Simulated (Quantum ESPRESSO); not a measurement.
# AlNb3CuTa2Mo: input and log of a self-consistent run

Simulated, not a measurement. The program is pw.x of Quantum ESPRESSO 7.5 (plane-wave density functional theory). The cell is made up: eight metal atoms on a hexagonal close-packed lattice, with elements, volume, strain and displacements drawn at random and not relaxed, so it may be unstable or far from any real phase. PseudoDojo standard norm-conserving files set the functional (PBE unless stated); there is no spin polarisation or spin-orbit coupling, the Fermi-Dirac width of 0.25 eV means electrons at about 2900 K, and the masses in the input are unused placeholders. The copper pseudopotential is less sure than most, with forces differing by about three percent and pressure by about two GPa from a second method on plain copper. Heavy elements are run without spin-orbit coupling, which real alloys of them have. A spin test at this wide smearing found no moment, but such smearing suppresses magnetism that the real alloy may have.

Input:

```
&control calculation='scf', pseudo_dir='./dojo.nc.sr.pbe.v0_5.standard.upf', outdir='./o', disk_io='minimal', tprnfor=.true., tstress=.true. /
&system ibrav=0, nat=8, ntyp=5, nbnd=67, ecutwfc=92.02030273, nosym=.true., tot_charge=0,
 occupations='smearing', smearing='fd', degauss=0.0183746611
/
&electrons conv_thr=1.470e-08, electron_maxstep=70, mixing_beta=0.5 /
ATOMIC_SPECIES
Al 1.0 Al.upf
Cu 1.0 Cu.upf
Mo 1.0 Mo.upf
Nb 1.0 Nb.upf
Ta 1.0 Ta.upf
CELL_PARAMETERS angstrom
-2.8267 0.0193 -0.0057
-0.0092 0.011 -4.6018
0.0668 -10.0212 0.0236
ATOMIC_POSITIONS angstrom
Al 0.0318 -0.0277 0.0488
Nb 0.0488 -4.9945 -0.0204
Nb 0.044 -3.3183 -2.2794
Cu 0.0037 -8.3159 -2.3018
Ta -1.3853 -2.4686 -0.0306
Nb -1.3869 -7.4774 0.0546
Ta -1.4167 -0.8705 -2.2857
Mo -1.3967 -5.8492 -2.3571
K_POINTS automatic
8 5 3 1 1 1
```

The log is shortened where brackets say so; the opening notice, blank lines, dates and the lines on written files are dropped, and the path of the files is cut. It prints rydbergs, bohrs and kilobars, and counts compression as positive stress. Its total energy is the free energy E - TS of the whole cell.

```
     Program PWSCF v.7.5
     Parallel version (MPI & OpenMP), running on       4 processor cores
     Number of MPI processes:                 4
     Threads/MPI process:                     1
     [start-up lines left out]
     bravais-lattice index     =            0
     lattice parameter (alat)  =       5.3418  a.u.
     unit-cell volume          =     879.6296 (a.u.)^3
     number of atoms/cell      =            8
     number of atomic types    =            5
     number of electrons       =       101.00
     number of Kohn-Sham states=           67
     kinetic-energy cutoff     =      92.0203  Ry
     charge density cutoff     =     368.0812  Ry
     scf convergence threshold =      1.5E-08
     mixing beta               =       0.5000
     number of iterations used =            8  plain     mixing
     Exchange-correlation= PBE
                           (   1   4   3   4   0   0   0)
     [axes and pseudopotential details left out]
   Cartesian axes
     site n.     atom                  positions (alat units)
         1        Al     tau(   1) = (   0.0112496  -0.0097992   0.0172635  )
         2        Nb     tau(   2) = (   0.0172635  -1.7668566  -0.0072167  )
         3        Nb     tau(   3) = (   0.0155655  -1.1738833  -0.8063616  )
         4        Cu     tau(   4) = (   0.0013089  -2.9418365  -0.8142858  )
         5        Ta     tau(   5) = (  -0.4900643  -0.8732930  -0.0108251  )
         6        Nb     tau(   6) = (  -0.4906304  -2.6452084   0.0193153  )
         7        Ta     tau(   7) = (  -0.5011724  -0.3079485  -0.8085903  )
         8        Mo     tau(   8) = (  -0.4940972  -2.0692156  -0.8338488  )
     number of k points=    60  Fermi-Dirac smearing, width (Ry)=  0.0184
                       cart. coord. in units 2pi/alat
        k(    1) = (  -0.0627026  -0.0475758  -0.0614159), wk =   0.0333333
        k(    2) = (  -0.0614194   0.1404866  -0.0609689), wk =   0.0333333
     [further k points left out]
     Dense  grid:   104949 G-vectors     FFT dimensions: (  36,  54, 120)
     Estimated max dynamical RAM per process >     394.45 MB
     Estimated total dynamical RAM >       1.47 GB
     Initial potential from superposition of free atoms
     starting charge     100.9870, renormalised to     101.0000
     Starting wfcs are   74 randomized atomic wfcs
     total cpu time spent up to now is        5.1 secs
     per-process dynamical memory:   312.4 Mb
     Self-consistent Calculation
     iteration #  1     ecut=    92.02 Ry     beta= 0.50
     Davidson diagonalization with overlap
     ethr =  1.00E-02,  avg # of iterations =  2.5
     total cpu time spent up to now is       15.1 secs
     total energy              =   -1141.15144605 Ry
     estimated scf accuracy    <      24.63646418 Ry
     iteration #  2     ecut=    92.02 Ry     beta= 0.50
     Davidson diagonalization with overlap
     ethr =  1.00E-02,  avg # of iterations =  5.5
     total cpu time spent up to now is       30.1 secs
     total energy              =   -1140.55921490 Ry
     estimated scf accuracy    <     398.25742281 Ry
     iteration #  3     ecut=    92.02 Ry     beta= 0.50
     Davidson diagonalization with overlap
     ethr =  1.00E-02,  avg # of iterations =  6.1
     total cpu time spent up to now is       44.8 secs
     total energy              =   -1157.33735522 Ry
     estimated scf accuracy    <      22.41391302 Ry
     iteration #  4     ecut=    92.02 Ry     beta= 0.50
     Davidson diagonalization with overlap
     ethr =  1.00E-02,  avg # of iterations =  2.2
     total cpu time spent up to now is       53.8 secs
     total energy              =   -1157.32482201 Ry
     estimated scf accuracy    <      51.66835456 Ry
     iteration #  5     ecut=    92.02 Ry     beta= 0.50
     Davidson diagonalization with overlap
     ethr =  1.00E-02,  avg # of iterations =  1.8
     total cpu time spent up to now is       61.6 secs
     total energy              =   -1158.71698790 Ry
     estimated scf accuracy    <      10.75127609 Ry
     [iterations 6 to 16 left out]
     iteration # 17     ecut=    92.02 Ry     beta= 0.50
     Davidson diagonalization with overlap
     ethr =  1.60E-09,  avg # of iterations =  3.9
     total cpu time spent up to now is      161.0 secs
     total energy              =   -1158.42665133 Ry
     estimated scf accuracy    <       0.00000425 Ry
     iteration # 18     ecut=    92.02 Ry     beta= 0.50
     Davidson diagonalization with overlap
     ethr =  1.60E-09,  avg # of iterations =  1.9
     total cpu time spent up to now is      168.7 secs
     total energy              =   -1158.42665157 Ry
     estimated scf accuracy    <       0.00000088 Ry
     iteration # 19     ecut=    92.02 Ry     beta= 0.50
     Davidson diagonalization with overlap
     ethr =  8.70E-10,  avg # of iterations =  1.1
     total cpu time spent up to now is      175.8 secs
     total energy              =   -1158.42665161 Ry
     estimated scf accuracy    <       0.00000026 Ry
     iteration # 20     ecut=    92.02 Ry     beta= 0.50
     Davidson diagonalization with overlap
     ethr =  2.58E-10,  avg # of iterations =  1.8
     total cpu time spent up to now is      183.3 secs
     total energy              =   -1158.42665163 Ry
     estimated scf accuracy    <       0.00000009 Ry
     iteration # 21     ecut=    92.02 Ry     beta= 0.50
     Davidson diagonalization with overlap
     ethr =  9.33E-11,  avg # of iterations =  1.0
     total cpu time spent up to now is      190.3 secs
     End of self-consistent calculation
     [lines on levels left out]
!    total energy              =   -1158.42665164 Ry
     estimated scf accuracy    <          9.1E-09 Ry
     smearing contrib. (-TS)   =      -0.12805011 Ry
     internal energy E=F+TS    =   -1158.29860152 Ry
     The total energy is F=E-TS. E is the sum of the following terms:
     one-electron contribution =    -444.46414602 Ry
     hartree contribution      =     277.69531784 Ry
     xc contribution           =    -207.42931288 Ry
     ewald contribution        =    -784.10046047 Ry
     convergence has been achieved in  21 iterations
     Forces acting on atoms (cartesian axes, Ry/au):
     atom    1 type  1   force =    -0.00669108    0.04160507   -0.00752932
     atom    2 type  4   force =     0.00152143   -0.01013247   -0.00436544
     atom    3 type  4   force =    -0.00317004   -0.04243706   -0.02702341
     atom    4 type  2   force =     0.00357466   -0.02039105    0.01061530
     atom    5 type  5   force =     0.00683722    0.04703008    0.03006540
     atom    6 type  4   force =     0.00667566   -0.02806709   -0.01463709
     atom    7 type  5   force =    -0.00765633    0.07665173   -0.00013896
     atom    8 type  3   force =    -0.00109152   -0.06425921    0.01301352
     Total force =     0.139578     Total SCF correction =     0.000562
     Computing stress (Cartesian axis) and pressure
          total   stress  (Ry/bohr**3)                   (kbar)     P=      133.30
   0.00059837  -0.00001261   0.00000600           88.02       -1.86        0.88
  -0.00001261   0.00092553  -0.00002492           -1.86      136.15       -3.67
   0.00000600  -0.00002492   0.00119464            0.88       -3.67      175.74
     init_run     :      4.81s CPU      4.96s WALL (       1 calls)
     electrons    :    184.88s CPU    185.24s WALL (       1 calls)
     forces       :      1.64s CPU      1.65s WALL (       1 calls)
     stress       :      5.70s CPU      5.80s WALL (       1 calls)
     [timing details left out]
     PWSCF        :   3m17.19s CPU   3m17.81s WALL
     JOB DONE.
```

In other units: free energy -15761.198 eV for the cell, pressure 13.33 GPa, largest force component 1.971 eV/Å in size. The run took 200 s of wall time with four MPI processes on a shared machine (AMD EPYC, Zen 5, virtual cores), so the time is rough. A rerun of this cell at a higher cutoff and on a denser mesh moved values by no more than 0.010 eV in energy, 0.10 GPa in stress and 0.019 eV/Å in force, and a second program with other atomic files agreed on that cell to 2 % rms in force and 0.5 GPa in pressure.